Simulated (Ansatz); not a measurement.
The start is a generated cell, Be placed in the AFLOW prototype A_oC8_64_f (A11, as in Ga). Cell shape, volume and atoms are optimised at zero target pressure with PBE (plane waves to 420 eV, PAW, scalar-relativistic; Ansatz, a quantum-chemistry and plane-wave program). The first steps use a coarse 11×11×10 k-mesh.

Initial structure:
```
Be
1.0
    1.68801    -2.85912     0.00000
    1.68801     2.85912     0.00000
    0.00000     0.00000     3.37676
Be
4
Cartesian
  1.68801   0.88576   1.96190
  1.68801  -0.88576   1.41486
  1.68801  -1.97337   3.10324
  1.68801   1.97337   0.27352
```

| Property | Result |
|---|---|
| Initial pressure | +31.6 GPa (positive: the cell is compressed) |
| Energy released | 0.72 eV/atom |
| Volume change | +9.4 %, from 8.15 to 8.91 Å³/atom |
| Shortest distances (start → end) | The closest pairs of elements (up to four, under 3.6 Å), start → end: Be–Be 1.85 → 2.14 Å |
| Band gap at the end | zero (metallic) |
| Optimiser moves | 31 |

The end point of the relaxation:

Space group Fmmm (No. 69); a = 2.275 Å, b = 3.625 Å, c = 8.646 Å, α = β = γ = 90.00°

| atom | site | symmetry | x | y | z |
|---|---|---|---|---|---|
| Be | 8i | mm2 | 0.0000 | 0.0000 | 0.1424 |
(The calculation used a cell of 2 atoms; values per cell refer to that cell.)

Final values are on a 24×24×24 k-mesh of the relaxed cell. No spin polarisation in the result.

The run could not lower the symmetry of its start; a shaken copy of this end point relaxes with PBE to P6₃/mmc (No. 194), 0.33 eV/atom lower.

The relaxed structure here is a generated cell of Be: the first start was made by placing the elements on the sites of a structure type, and the end was not matched to a known phase here, so it may be hypothetical. Known forms of Be include space group No. 194.
